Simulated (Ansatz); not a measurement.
**What DFT gives for CdIn2Si4**

```
CELL_PARAMETERS angstrom
0.00000 5.47223 0.00000
5.47223 0.00000 0.00000
2.73611 2.73611 -5.46826
ATOMIC_POSITIONS crystal
Cd 0.00000 0.00000 0.00000
In 0.50000 0.50000 0.00000
In 0.75000 0.25000 0.50000
Si 0.37000 0.39000 0.74000
Si 0.61000 0.11000 0.26000
Si 0.89000 0.87000 0.74000
Si 0.13000 0.63000 0.26000
```

Method: LDA, no spin polarisation; PAW, plane waves to 420 eV, 7×7×7 Γ-centred mesh, fermi-dirac occupations (width 0.1 eV) (Ansatz 0.2.0), atoms fixed.

Q: Is it stable against the elements?

A: 1.09 eV an atom against the elements' usual phases (free molecules for gases, crystals otherwise, with no correction for O₂ or N₂), so at this geometry it isn't bound against them. Relaxing would lower it.

Q: How is the charge shared?

A: Bader charges in e: Cd -0.29, In -0.05, Si +0.10. In the mean Si gives up most and Cd takes most, against the order of Pauling's electronegativities.

Q: What does the stress say?

A: The pressure is 10.0 GPa (compression positive), so with the atoms held at these fractions the cell would first expand; the forces are large, so a full relaxation may end otherwise.

Q: Where is the largest force?

A: The largest is on Si4 (and as large on other atoms): 1.97 eV/Å, components (0.91, -1.54, 0.84). It makes 96° with the line to a nearest neighbour, Cd1 at 2.40 Å.

Q: Metal or insulator?

A: It is a metal, with about 4.2 states/eV a cell as the mean within 0.25 eV of the Fermi level, mostly Si p (76 %).

Origin: a known structure type with other elements, at an estimated volume, so it need not be a known compound. Caveats: atoms or cell far from equilibrium.
